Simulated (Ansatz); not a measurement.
BaAlSiH:
Space group P3m1 (No. 156); a = 4.318 Å, b = 4.318 Å, c = 5.256 Å, α = 90.00°, β = 90.00°, γ = 120.00°

| atom | site | symmetry | x | y | z |
|---|---|---|---|---|---|
| Ba | 1a | 3m. | 0.0000 | 0.0000 | 0.0014 |
| Al | 1c | 3m. | 0.6667 | 0.3333 | 0.4634 |
| Si | 1b | 3m. | 0.3333 | 0.6667 | 0.5432 |
| H | 1c | 3m. | 0.6667 | 0.3333 | 0.1350 |

Relaxed with r²SCAN.

Task: Tabulate the valence density and the electron localisation function along the shortest Al–Si contact (2.53 Å), DFT-r²SCAN in the program Ansatz with PAW potentials.

Result: 

| distance from Al (Å) | density (e/Å³) | ELF |
|---|---|---|
| 0.25 | 0.06 | 0.07 |
| 0.38 | 0.07 | 0.01 |
| 0.51 | 0.11 | 0.06 |
| 0.63 | 0.17 | 0.39 |
| 0.76 | 0.24 | 0.75 |
| 0.88 | 0.30 | 0.88 |
| 1.01 | 0.34 | 0.91 |
| 1.14 | 0.36 | 0.92 |
| 1.26 | 0.39 | 0.92 |
| 1.39 | 0.42 | 0.92 |
| 1.52 | 0.45 | 0.90 |
| 1.64 | 0.47 | 0.87 |
| 1.77 | 0.46 | 0.80 |
| 1.90 | 0.40 | 0.65 |
| 2.02 | 0.30 | 0.43 |
| 2.15 | 0.18 | 0.29 |
| 2.28 | 0.10 | 0.32 |

The density is the valence pseudo-density with augmentation charge, so density and ELF within about 1 Å of a nucleus are not all-electron values.

The workflow started from a Materials Project entry (that database holds measured and hypothetical structures alike); the Crystallography Open Database copy checked does not list it. Its standing as an ambient phase is unchecked. The r²SCAN relaxation kept the symmetry of its start; whether a distortion lowers the energy is not shown. Spin–orbit coupling is left out wherever it is not named.

Potentials: the later of the program's two PAW sets.
